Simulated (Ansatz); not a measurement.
CuPt in space group R-3m (No. 166; Cu on 3a, Pt on 3b), the program Ansatz at the PBE level (PAW), all energies at zero smearing, with the estimated change up to a 700 eV cutoff added, with one set of potentials and settings (totals compare only within such a set). Cell of 2 atoms (1 Cu, 1 Pt): -19148.523 eV.

```json
[
 {"element": "Cu", "reference phase": "Fm-3m, 1 atoms in the cell", "E (eV/atom)": "-6625.1757"},
 {"element": "Pt", "reference phase": "Fm-3m, 1 atoms in the cell", "E (eV/atom)": "-12523.0127"}
]
```

Formation energy per atom, worked out: (-19148.523 − 1×(-6625.1757) − 1×(-12523.0127))/2 = -0.167 eV/atom (-16 kJ per mol of atoms), at 0 K, without zero-point energy or fitted corrections.

The cell is a constructed one: a structure type filled with these elements; the Crystallography Open Database copy checked does not list it. Whether it is the stable phase at ambient conditions was not checked. The PBE relaxation kept the symmetry of its start; whether a distortion lowers the energy is not shown. No spin polarisation was allowed. The references are the lowest solids computed at this level, not always the standard phases. Scalar-relativistic: spin–orbit coupling is off unless named, which matters more the heavier the elements.

Potentials: the later of the program's two PAW sets.
